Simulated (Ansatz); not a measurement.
**Relaxing a structure of Nb**

The start is a generated cell, Nb built in the AFLOW prototype A_oF8_70_a. The cell and all atomic positions are relaxed at zero pressure with PBEsol (plane waves to 420 eV, PAW, scalar-relativistic; Ansatz, an electronic-structure program). The first steps use a coarse 13×13×13 k-mesh.

The start:
```
Nb
1.0
    0.00000     2.65075     4.66990
    1.45156     0.00000     4.66990
    1.45156     2.65075     0.00000
Nb
2
Cartesian
  0.72578   1.32537   2.33495
  0.00000   0.00000   0.00000
```

By how much does the energy per atom fall from start to end?

0.04 eV/atom.

How does the volume change?

-0.7 %, from 17.97 to 17.84 Å³/atom.

What band gap does the relaxed structure have at this level?

Zero (metallic).

Give the final cell and atomic positions.


```cif
data_Nb8
_chemical_formula_sum 'Nb8'
_space_group_name_H-M_alt 'Fddd :1'
_space_group_IT_number 70
_space_group_name_Hall 'F 2 2 -1d'
_cell_length_a 2.72809
_cell_length_b 5.35101
_cell_length_c 9.77463
_cell_angle_alpha 90.000
_cell_angle_beta 90.000
_cell_angle_gamma 90.000
loop_
_atom_site_label
_atom_site_type_symbol
_atom_site_symmetry_multiplicity
_atom_site_Wyckoff_symbol
_atom_site_fract_x
_atom_site_fract_y
_atom_site_fract_z
_atom_site_occupancy
Nb1 Nb 8 a 0.00000 0.00000 0.00000 1
```
(The calculation used a cell of 2 atoms; values per cell refer to that cell.)

The space group stays Fddd (No. 70) (the run could not lower it); the end is AFLOW prototype A_oF8_70_a, with 2 atoms in the primitive cell. Final values are on a 20×20×20 k-mesh of the relaxed cell. No spin polarisation in the result.

The run could not lower the symmetry of its start; a shaken copy of this end point relaxes with PBEsol to Im-3m (No. 229), 0.16 eV/atom lower.

The relaxed structure here is a generated cell of Nb: the first start was made by placing the elements on the sites of a structure type, and the end was not matched to a known phase here, so it may be hypothetical. Known forms of Nb include space group No. 229.
